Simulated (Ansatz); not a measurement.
Space group P-3m1 (No. 164). a = 3.872 Å, b = 3.872 Å, c = 6.988 Å, α = 90.00°, β = 90.00°, γ = 120.00°
```
atom site symmetry x y z
  Sn    1a      -3m.  0.0000  0.0000  0.0000
  Se    2d       3m.  0.3333  0.6667  0.2282
```

Equation of state of this SnSe₂ structure (not necessarily the ground state), with shape and atoms relaxed at each volume where symmetry leaves them free. Theory: DFT PBE, scalar-relativistic, plane waves, PAW in Ansatz 0.2.0.

Settings: cutoff 420 eV, Γ-centred mesh 12×12×4 on the computed 3-atom cell, Gaussian smearing of 0.02 eV; no spin polarisation.

```csv
V (Å³/atom),E − E(largest V) (meV/atom),P (GPa),gap on mesh (eV)
28.425,1.17,0.40,0.68
29.332,-0.12,0.17,0.68
30.239,-0.50,0.01,0.70
31.147,-0.36,-0.06,0.71
32.054,0.00,-0.09,0.73
```

Problem. Fit a third-order Birch–Murnaghan equation to E(V).

Solution. V0 = 30.36 Å³/atom, B0 = 3 GPa, B0' = 22.4. B0' is unusual or poorly fixed by this range.

The cell holds layers, and where no dispersion correction was added their binding is poorly described.